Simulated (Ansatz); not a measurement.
Here is the system:

TaAs (CsCl type, Pm-3m), a = 3.2155 Å, b = 3.2155 Å, c = 3.2155 Å, α = 90.00°, β = 90.00°, γ = 90.00°.

This is the PBE-relaxed structure.

Task: All from DFT-PBE in the program Ansatz with PAW potentials, unless another level is named. Give the electronic character.

Result: metallic (no gap).

Task: Predict the formation energy from the elements (no fitted shifts).

Result: -0.27 eV/atom.

Task: And the gap with spin–orbit coupling?

Result: none (metallic).

A made-up cell: these elements were put on the sites of a structure type; neither database checked (COD, Materials Project) lists it. It is not the phase usual at ambient conditions (space group No. 109). The PBE relaxation kept the symmetry of its start; whether a distortion lowers the energy is not shown. The run is not spin-polarised. The references are the lowest solids computed at this level, not always the standard phases. Spin–orbit coupling is left out wherever it is not named.

Potentials: the later of the program's two PAW sets.
